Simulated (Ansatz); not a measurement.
## SnO: gradients before and after relaxing the atoms

Start: a computed structure from the Materials Project (it need not be an observed phase).

```
Sn O
1.0
     3.81370    0.00000    0.00000
     0.00000    3.81370    0.00000
     0.00000    0.00000    4.88691
Sn O
2 2
Direct
  0.00000 0.50000 0.23537
  0.50000 0.00000 0.76463
  0.50000 0.50000 0.00000
  0.00000 0.00000 0.00000
```

Sites (sets of like atoms) are named by element and the number of their first atom in this list.

Level of theory: DFT, r2SCAN, plane waves and PAW, scalar-relativistic, 500 eV cutoff, Γ-centred 9×9×7 k-points, Fermi–Dirac smearing 0.01 eV (Ansatz 0.2.0).

The largest force at the start is 0.13 eV/Å. Relaxing the ions at fixed cell moves them by 0.007 Å at most (atom 1, Sn) and 0.005 Å rms. End positions:

```
CELL_PARAMETERS angstrom
3.81370 0.00000 0.00000
0.00000 3.81370 0.00000
0.00000 0.00000 4.88691
ATOMIC_POSITIONS crystal
Sn 0.00000 0.50000 0.23403
Sn 0.50000 0.00000 0.76597
O 0.50000 0.50000 0.00000
O 0.00000 0.00000 0.00000
```

```json
{"site": "Sn", "atom": "1", "moved (Å)": "0.007", "first shell before": "4 O at 2.23 Å", "first shell after": "4 O at 2.22 Å", "V_zz before (10²¹ V/m²)": "-18.85", "η before": "0.00"}
{"site": "O", "atom": "3", "moved (Å)": "0.000", "first shell before": "4 Sn at 2.23 Å", "first shell after": "4 Sn at 2.22 Å", "V_zz before (10²¹ V/m²)": "0.12", "η before": "0.00"}
```

Question: What are V_zz and η after the relaxation?

Answer: 

```csv
site,atom,V_zz after,η after,change of V_zz
Sn,1,-18.81,0.00,+0.04
O,3,-0.023,0.00,-0.14
```

The largest change of V_zz is on O, from 0.12 to -0.023. V_zz changes sign on O (same axis).

Without spin–orbit coupling (the program notes it for Sn) the gradients can shift somewhat, as the gap is small. With these PAW files V_zz is typically within 2 to 3 % of all-electron values, but misses above 10 % occur on Sn.
Before: With a gap of 0.4 eV on this mesh, small gradients can still move by 0.1 × 10²¹ V/m² or more as the k-mesh gets denser.
After: With a gap of 0.5 eV on this mesh, small gradients can still move by 0.1 × 10²¹ V/m² or more as the k-mesh gets denser.
